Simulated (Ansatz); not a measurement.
ZnGeO₃:
```cif
data_Ge2O6Zn2
_chemical_formula_sum 'Zn2 Ge2 O6'
_space_group_name_H-M_alt 'P 1'
_space_group_IT_number 1
_cell_length_a 5.43357
_cell_length_b 5.43357
_cell_length_c 5.43357
_cell_angle_alpha 54.570
_cell_angle_beta 54.570
_cell_angle_gamma 54.570
loop_
_space_group_symop_operation_xyz
  'x, y, z'
loop_
_atom_site_label
_atom_site_type_symbol
_atom_site_fract_x
_atom_site_fract_y
_atom_site_fract_z
_atom_site_occupancy
Zn1 Zn 0.36803 0.36803 0.36803 1
Zn2 Zn 0.63197 0.63197 0.63197 1
Ge1 Ge 0.15614 0.15614 0.15614 1
Ge2 Ge 0.84386 0.84386 0.84386 1
O1 O 0.78399 0.04627 0.43900 1
O2 O 0.21601 0.95373 0.56100 1
O3 O 0.04627 0.43900 0.78399 1
O4 O 0.95373 0.56100 0.21601 1
O5 O 0.43900 0.78399 0.04627 1
O6 O 0.56100 0.21601 0.95373 1
```

Relaxed with PBEsol. 

Q: HSE06 on this cell (Ansatz, a quantum-chemistry and plane-wave program, PAW) gives a gap of 4.33 eV. What does PBEsol give?

A: 2.37 eV.

Cost on shared cores: the PBEsol run (SCF on a 7×7×7 mesh, then bands and DOS) around 110 core-seconds (rough), the HSE06 run (SCF on 4×4×4, then a few points) around 8 core-minutes (rough); the tasks are unlike.

Space group R-3. The first step of the workflow began from a Materials Project structure, measured or hypothetical; the Crystallography Open Database copy checked does not list it. Its standing as an ambient phase is unchecked. Symmetry was held in the PBEsol relaxation; its stability against distortions is not shown here. Spin–orbit coupling is left out wherever it is not named.

Potentials: the later of the program's two PAW sets.

Ansatz is a plane-wave DFT program.
